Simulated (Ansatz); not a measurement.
SiC (6H type, space group P6_3mc)

```
CELL_PARAMETERS angstrom
      3.07868     0.00000     0.00000
     -1.53934     2.66622     0.00000
      0.00000     0.00000    15.10787
ATOMIC_POSITIONS crystal
  Si 0.00000 0.00000 0.99982
  Si 0.00000 0.00000 0.49982
  Si 0.66667 0.33333 0.83308
  Si 0.33333 0.66667 0.33308
  Si 0.66667 0.33333 0.16660
  Si 0.33333 0.66667 0.66660
  C  0.00000 0.00000 0.87447
  C  0.00000 0.00000 0.37447
  C  0.66667 0.33333 0.70810
  C  0.33333 0.66667 0.20810
  C  0.66667 0.33333 0.04163
  C  0.33333 0.66667 0.54163
```

E(V) scan at fixed shape, V₀ the volume above. The atoms relax within the cell's symmetry.

All values below come from r2SCAN (plane waves to 500 eV, PAW, scalar-relativistic; Ansatz, a first-principles code). k mesh 10×10×2 (Γ-centred), Fermi-Dirac smearing 0.05 eV. The energy includes the smearing's −TS. Stress and pressure are positive under compression. With the shape held, the modulus is that of even scaling; a crystal free to change shape is softer. SiC was relaxed with its symmetry unable to fall. The PAW data are Ansatz's earlier set. ΔE is measured from the relaxed starting cell.

```csv
V (Å³/atom),ΔE (meV/atom)
8.681,248.5
8.956,164.3
9.232,100.2
9.508,withheld
9.783,22.8
10.059,5.5
10.334,0.0
10.610,5.0
10.885,19.2
11.161,41.4
11.437,70.7
11.712,106.2
11.988,147.1
```

### Question
Fit a third-order Birch-Murnaghan form (E₀, V₀, B₀, B₀′ free) to the given rows and predict ΔE at V = 9.508.

### Answer
Least squares on the 12 given rows: ΔE = E₀ + (9V₀B₀/16)·y²·[2 + (B₀′ − 4)y], y = (V₀/V)^(2/3) − 1, with V₀ = 10.334 Å³/atom, B₀ = 227.1 GPa (160.2 GPa = 1 eV/Å³; the term in eV is multiplied by 1000), B₀′ = 3.88, E₀ = 0.05 meV/atom; root-mean-square residual 0.08 meV/atom. At 9.508 the fit gives 53.6 meV/atom; the calculation gives 53.8 meV/atom, so the interpolation is off by -0.2 (-0.4 %). For the pressure the fit gives 22.2 GPa against the computed 22.3 GPa.

(A scan under strain: stresses follow from slopes of the energy per volume, elastic moduli from its curvatures.)
